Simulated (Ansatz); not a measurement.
AlRh₃N (anti-perovskite, Pm-3m), DFT-PBE in the program Ansatz with PAW potentials, all energies at zero smearing, with the estimated change up to a 700 eV cutoff added, with one set of potentials and settings (totals compare only within such a set). Cell of 5 atoms (1 Al, 3 Rh, 1 N): -20130.803 eV.

| element | reference phase | E (eV/atom) |
|---|---|---|
| Al | Fm-3m, 1 atoms in the cell | -537.5049 |
| Rh | Fm-3m, 1 atoms in the cell | -6402.8911 |
| N | Pa-3, 8 atoms in the cell | -384.0325 |

Formation energy per atom, worked out: (-20130.803 − 1×(-537.5049) − 3×(-6402.8911) − 1×(-384.0325))/5 = -0.118 eV/atom (-11 kJ per mol of atoms), at 0 K, without zero-point energy or fitted corrections.

The start of the workflow was typed in or built on a structure type; neither database checked (COD, Materials Project) lists it. Whether it is the stable phase at ambient conditions was not checked. The PBE relaxation kept the symmetry of its start; its stability against distortions is not shown here. The workflow began spin-polarised and lost its moments. The volume moved by 20 % from the start of the relaxation. The references are the lowest solids computed at this level, not always the standard phases (solids in place of the gases).

Potentials: the later of the program's two PAW sets.
